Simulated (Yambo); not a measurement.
A G0W0@PBE run in Yambo for GaN (wurtzite, space group P6_3mc, No. 186) (6×6×2 Γ-centred k mesh, bands 9 to 215 and a 15 Ry block in the screening, 215 bands in G with the Bruneval-Gonze terminator, plasmon pole fitted at 27.2 eV) gives these matrix elements, in eV, at the band edges (Γ → Γ):

| state | E0 | <Vxc> | <Σx> | <Σc(E0)> | Z |
|---|---|---|---|---|---|
| valence edge | 0.000 | -19.114 | -22.505 | 2.614 | 0.791 |
| conduction edge | 1.963 | -14.201 | -10.102 | -3.669 | 0.817 |

Solve the linearised quasiparticle equation for both states, give the gap, and say how exchange and correlation each act on it.

E = E0 + Z(Σx + Σc − Vxc). Valence: 0.000 + 0.791 × (-22.505 + (2.614) − (-19.114)) = -0.62 eV. Conduction: 1.963 + 0.817 × (-10.102 + (-3.669) − (-14.201)) = 2.31 eV. The gap is 2.93 eV, against 1.96 eV in PBE. Replacing Vxc by bare exchange alone would open it by 7.49 eV; correlation takes back 6.28 eV of that, and Z scales what is left. Nearest settings tried, and what they do to the gap: 119 bands in G: +22 meV; 119 bands in W, 119 bands in G: +23 meV; 9 Ry block (147 vectors against 325): -55 meV. Not varied: mesh. So the settings aren't converged at that level. Spin-orbit splittings are left out.

Geometry relaxed with PBEsol; primitive cell a = 3.1838 Å, b = 3.1838 Å, c = 5.1867 Å, α = 90.00°, β = 90.00°, γ = 120.00°.

The potentials are those of PseudoDojo's stringent table.
